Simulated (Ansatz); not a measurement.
The cell is COD entry 1523837, as deposited and not checked against the literature; nothing was relaxed. The listed cell was then made from it by scaling, straining or moving an atom.

GaIr: DFT, PBEsol, PAW with Ansatz's default frozen-core files, scalar-relativistic (Ansatz 0.2.0). What sets it apart from a plain run of this crystal: zz strain of +1 %.

Command: `ansatz run input.yaml --threads 1 --pin off --max-ram 3072MiB --backend cpu --events-out ev --progress --plain --runs-dir out` The run took 6.3 s on 1 thread of Arm Neoverse V2, on a shared host, peak memory 0.43 GiB.

```yaml
crystal:
  lattice:
    - [3.004, 0.0, 0.0]
    - [0.0, 3.004, 0.0]
    - [0.0, 0.0, 3.03404]
  atoms:
    - { symbol: Ga, position: [0.0, 0.0, 0.0] }
    - { symbol: Ir, position: [0.5, 0.5, 0.5] }
kpoints:
  mp_grid: { grid: [12, 12, 12] }
scf:
  occupations: { method: fermi_dirac, width: 0.05 }
hamiltonian:
  xc: pbesol
  pseudopotentials: { kind: paw }
output:
  forces: true
  stress: true
  eigenvalues: true
  efg: { contact_densities: true }
```

Output (standing set-up lines are left out):

```
Crystal: 2 atoms, lattice volume = 27.379 Å³
Symmetry: 16 space group operations
Space group: P4/mmm (ITA 123), of the structure as read, at distance tolerance 3.0e-5 Å
k-points: 196 of 1728
SCF iter   1: F=—  HF=-15543.040370 eV  |F-HF|=—  |Δ(HF+E_count)|=         —  Δρ=8.58e-3  dr2=1.71e-2  ethr=1.77e-3  ⟨swp⟩=4.8  Hψ=15395  notcnv=0
preconditioner: auto → none  [metal: Δε(μ)=0.023 eV  Ē_g=14.476 eV  σ=0.050 eV  W_gap=0.12  n_scr=6 (ndim 8)  ℏωp=33.3 eV  f_vac=0.000  D(μ)=0.56/eV (n_scr^D=0)  sad-step TF]
SCF iter   2: F=—  HF=-15543.038297 eV  |F-HF|=—  |Δ(HF+E_count)|=   2.07e-3  Δρ=5.02e-3  dr2=7.94e-3  ethr=5.72e-5  ⟨swp⟩=1.3  Hψ=5372  notcnv=0
SCF iter   3: F=—  HF=-15543.037094 eV  |F-HF|=—  |Δ(HF+E_count)|=   1.20e-3  Δρ=2.09e-3  dr2=7.52e-4  ethr=2.65e-5  ⟨swp⟩=2.0  Hψ=6444  notcnv=0
SCF iter   4: F=—  HF=-15543.036453 eV  |F-HF|=—  |Δ(HF+E_count)|=   6.41e-4  Δρ=3.15e-4  dr2=1.29e-5  ethr=2.51e-6  ⟨swp⟩=2.0  Hψ=5957  notcnv=0
SCF iter   5: F=—  HF=-15543.036446 eV  |F-HF|=—  |Δ(HF+E_count)|=   6.59e-6  Δρ=4.64e-5  dr2=1.76e-7  ethr=4.29e-8  ⟨swp⟩=2.1  Hψ=5300  notcnv=0
SCF iter   6: F=-15543.036446 eV  HF=-15543.036446 eV  |F-HF|=1.27e-10  |Δ(HF+E_count)|=   4.25e-8  Δρ=5.37e-6  dr2=2.81e-9  ethr=3.33e-10  ⟨swp⟩=4.5  Hψ=14608  notcnv=0
SCF 1 converged in 6 iterations: F = -15543.036446 eV  dr2 = 2.81e-9
  greatest PAW one-centre occupation: 1.000 electrons in one spin orbital (limit 2), on the Ir atom at site 1 (counted from 0), in its partial waves of l = 0
SCF converged after 6 iterations
Free energy (F): -15543.036446 eV
Harris-Foulkes:  -15543.036446 eV  (|F-HF|=1.27e-10)
Internal energy: -15543.030973 eV  (E = F + TS)
E sigma→0 (E₀):  -15543.033710 eV
Entropy (-TS):   -0.005474 eV (-2.737 meV/atom)
Fermi energy:    20.714032 eV
--- Per-component energies (eV) ---
  E_band       = -70.235108
  E_kinetic    = 744.451075
  E_local      = -2619.798674  (includes V_loc(G=0)·N_el)
  E_nonlocal   = 504.029184
  E_hartree    = 1155.493539
  E_xc         = -336.606217
  E_vxc        = -359.997979  (∫ρ·V_xc dr)
  E_paw        = -11040.796516  (= ΣΔE_a)
  E_vpaw       = -649.903296  (= ΣTr[D̂ρ^β])
  E_aug_tail   = -0.000067  (compensation charges beyond the density's cutoff)
  E_ewald      = -3950.931559
  E_core_change = 1.128263  (= ΣΔE_core)
  E_smearing   = -0.005474  (= −TS)
  E_closure    = -0.000000  (closes the sum)
  Σ components = -15543.036446   (vs F -15543.036446, Δ=0.00e0)
--- Forces (eV/Å), atoms counted from 1 ---
  atom   1  Ga    -0.00000000     0.00000000     0.00000000
  atom   2  Ir     0.00000000    -0.00000000    -0.00000000
  max |Σ_I F_I| component: 1.06e-28 eV/Å
--- Stress (GPa, compression-positive) ---
        1.693968      -0.000000      -0.000000
       -0.000000       1.693968      -0.000000
       -0.000000      -0.000000       0.944279
  P = ⅓ Tr σ = 1.4441 GPa (14.441 kbar)
--- PAW observables at the nuclei: V_zz in 10²¹ V/m², potentials from the cell's mean, atoms counted from 1 ---
  atom   1  Ga V_zz =    -0.176373   η = 0.0000   by run symmetry: allowed
            electrostatic potential = -4146.192069 V   contact ρ = 187037.940670 e/Å³
  atom   2  Ir V_zz =    +1.811028   η = 0.0000   by run symmetry: allowed
            electrostatic potential = -15791.983882 V   contact ρ = 11151975.954426 e/Å³
--- Band table (eV; the first three rows and the last of 196) ---
  k-point 0: bands = ["-71.8399", "-28.6910", "-28.6828", "-28.6828", "5.1168", "5.1253", "5.3802", "5.3802", "5.3844", "7.7465", "15.4809", "15.5029", "19.2233", "19.2233", "19.2831", "24.2748", "24.5766", "24.5766", "30.0112"]
  k-point 1: bands = ["-71.8396", "-28.7004", "-28.6821", "-28.6821", "5.1212", "5.1414", "5.3772", "5.3772", "5.3863", "7.8848", "15.5003", "15.5321", "19.0060", "19.0060", "19.2858", "23.5517", "24.9324", "24.9324", "30.6059"]
  k-point 2: bands = ["-71.8387", "-28.7258", "-28.6801", "-28.6801", "5.1334", "5.1848", "5.3691", "5.3691", "5.3918", "8.2942", "15.5457", "15.5544", "18.5041", "18.5041", "19.2933", "22.1961", "25.8516", "25.8516", "31.3278"]
  k-point 195: bands = ["-71.8249", "-28.8051", "-28.8051", "-28.7964", "5.2250", "5.2317", "5.2317", "5.5405", "5.5443", "13.9634", "13.9783", "13.9783", "18.9885", "20.5845", "20.6642", "24.1412", "24.1611", "24.1611", "27.0188"]
```
